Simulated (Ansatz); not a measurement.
This TaW₄ structure is the end of a relaxation. The cell was found from a structure generator's guess, not taken from experiment.

All numbers below come from DFT PBE, scalar-relativistic, plane waves, PAW in Ansatz. Cutoff 420 eV, Γ-centred mesh, Gaussian smearing, no spin polarisation.

```yaml
crystal:
  lattice:
    - [2.26646, 1.30854, 4.62674]
    - [-2.26646, 1.30854, 4.62674]
    - [0.00000, -2.61708, 4.62674]
  atoms:
    - { symbol: Ta, position: [0.50000, 0.50000, 0.50000] }
    - { symbol: W, position: [0.90112, 0.90112, 0.90112] }
    - { symbol: W, position: [0.09888, 0.09888, 0.09888] }
    - { symbol: W, position: [0.29828, 0.29828, 0.29828] }
    - { symbol: W, position: [0.70172, 0.70172, 0.70172] }
```

Formation energies are uncorrected and refer to the elements' standard structures at the same level.

**Question.** What space group does it have?

**Answer.** R-3m (No. 166), with Ta and W ordered on bcc sites. Conventional cell: a = 4.533 Å, c = 13.880 Å. Ta is surrounded by 8 W at 2.78–2.80 Å and 6 W at 3.19 Å; W on its first site is surrounded by 5 W at 2.74–2.77 Å, 3 Ta at 2.78 Å and 6 W at 3.21–3.22 Å; W on its second site is surrounded by 7 W at 2.76–2.79 Å, 1 Ta at 2.80 Å, 3 Ta at 3.19 Å and 3 W at 3.21 Å.

**Question.** How far does it lie from the elements in energy?

**Answer.** −0.08 eV/atom. It lies below the elements, which doesn't yet make it stable against other compounds or structures.

**Question.** Is it a metal?

**Answer.** Yes, bands cross the Fermi level on the 12×12×12 mesh.

The last run used a 12×12×12 mesh for its 5-atom cell and Gaussian smearing of 0.10 eV. These runs have no spin–orbit coupling, which can matter for Ta and W. Symmetry constrained the relaxation, so the result can be a saddle point.
